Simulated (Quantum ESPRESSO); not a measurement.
# MgAlGaS4: convergence and cost over cutoff and k mesh

Simulated, not a measurement. The program is pw.x of Quantum ESPRESSO 7.5 (plane-wave density functional theory). The cell is made up: 7 atoms on a zincblende/diamond lattice with one site empty, with randomly drawn elements, strain and displacements, not relaxed. PseudoDojo standard norm-conserving files (v0.5 for PBE, v0.4.1 for LDA and PBEsol) set the functional; there is no spin polarisation, spin-orbit coupling or dispersion term, and the masses in the input are unused placeholders.

Input of the run in row 4:

```
&control calculation='scf', pseudo_dir='./dojo.nc.sr.pbe.v0_5.standard.upf', outdir='./o', disk_io='medium', tprnfor=.true., tstress=.true. /
&system ibrav=0, nat=7, ntyp=4, nbnd=31, ecutwfc=84.00895049, nosym=.true., tot_charge=0,
 occupations='smearing', smearing='fd', degauss=0.0018374661
/
&electrons conv_thr=7.350e-09, electron_maxstep=60, /
ATOMIC_SPECIES
Al 1.0 Al.upf
Ga 1.0 Ga.upf
Mg 1.0 Mg.upf
S 1.0 S.upf
CELL_PARAMETERS angstrom
5.438 0.0186 -0.0118
0.0186 5.4338 -0.0287
-0.0118 -0.0287 5.5429
ATOMIC_POSITIONS angstrom
Mg 0.0578 0.0627 0.0704
Al 0.04 2.7245 2.9049
Ga 2.6533 0.0048 2.6544
S 1.4373 1.299 1.3013
S 1.352 4.1354 4.1483
S 4.1362 1.2735 4.2403
S 4.1223 4.0596 1.2749
K_POINTS automatic
4 4 4 1 1 1
```

The same cell was run at these settings. Meshes are shifted by half a step, and differences are from the last row, which is itself not exact.

```
cutoff (eV)     k mesh  k points solved  threshold (eV)  free energy less the last row's (eV)  pressure (GPa)  largest stress difference (GPa)  largest force difference (eV/Å)  iterations  wall time (s)  k-point pools                  processor
        800  2 x 2 x 2                4           1e-04                                 1.650          -14.54                            13.62                            0.037           7             30              1      AMD EPYC, Zen 5 class
       1143  2 x 2 x 2                4           1e-07                                 0.109           -0.82                             0.23                            0.037          10             60              1      AMD EPYC, Zen 5 class
        605  4 x 4 x 4               32           1e-07                                25.523         -120.39                           119.40                            0.038          10            124              1      AMD EPYC, Zen 5 class
       1143  4 x 4 x 4               32           1e-07                                 0.002           -1.03                             0.00                            0.001          10            306              1      AMD EPYC, Zen 5 class
       1437  6 x 6 x 6              108           1e-07                                 0.000           -1.03                             0.00                            0.000          10            233              4  Intel Xeon, 2023 or later
```

Each pool is one process. Wall times include start-up and a band step at six k points, which weighs most on the coarsest meshes. The runs were on shared virtual cores whose load varied, so times are rough.